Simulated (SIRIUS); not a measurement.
**Variants of one calculation on WS₂ (P6_3/mmc, 6 atoms in the cell; from Materials Project mp-224, lattice scaled a little)**

```
CELL_PARAMETERS angstrom
      3.23485     0.00000     0.00000
     -1.61742     2.80146     0.00000
      0.00000     0.00000    13.18464
ATOMIC_POSITIONS crystal
  W  0.33333 0.66667 0.25000
  W  0.66667 0.33333 0.75000
  S  0.33333 0.66667 0.62980
  S  0.66667 0.33333 0.37020
  S  0.66667 0.33333 0.12980
  S  0.33333 0.66667 0.87020
```

Base run A: PBE, GBRV PBE ultrasoft pseudopotentials in SIRIUS, self-consistent single point.

Its settings: parameters.ngridk = 12 12 2; parameters.xc_functionals = [XC_GGA_X_PBE, XC_GGA_C_PBE]; parameters.gk_cutoff = 6.325 1/bohr; parameters.pw_cutoff = 14.143 1/bohr; parameters.smearing = gaussian; parameters.smearing_width = 0.00183747 Ha; potentials = GBRV PBE ultrasoft pseudopotentials; parameters.electronic_structure_method = pseudopotential; parameters.num_bands = 31; parameters.num_mag_dims = 0; parameters.num_dft_iter = 100; parameters.energy_tol = 1e-07 Ha; parameters.density_tol = 1e-06; mixer.type = anderson; mixer.beta = 0.7; mixer.use_hartree = false.

Spin-orbit coupling is left out, which matters for bands and gaps with elements this heavy. The structure comes from a collection of computed structures, made at another level of theory; the collection holds predicted forms beside known ones. Its lattice was then scaled.

ΔF is the free energy per atom less that of run A. 

Run A gave: pressure (GPa) -5.70; largest force (eV/Å) 0.562; gap on the mesh (eV) 1.225; k-points 38; rough cost (cheapest run = 1) 1.

Runs:
- B: atom 3 moved by -0.04 angstrom along y
- C: atom 3 moved by +0.04 angstrom along y

What does run B change against A?

The free energy rises by 1.2 meV/atom, the pressure moves little (-5.70 to -5.68 GPa), the largest force goes from 0.562 to 0.649 eV/Å and the gap on the mesh stays at 1.225 eV.

What does run C change against A?

The free energy goes up by 1.2 meV/atom, the pressure moves little (-5.70 to -5.68 GPa), the largest force goes from 0.562 to 0.658 eV/Å and the gap on the mesh stays at 1.225 eV.

```
run  ΔF (meV/atom)  pressure (GPa)  largest force (eV/Å)  gap on the mesh (eV)  k-points  rough cost (cheapest run = 1)
---  -------------  --------------  --------------------  --------------------  --------  -----------------------------
A             0.00           -5.70                 0.562                 1.225        38                              1
B             1.18           -5.68                 0.649                 1.225        86                              2
C             1.22           -5.68                 0.658                 1.225        86                              3
```
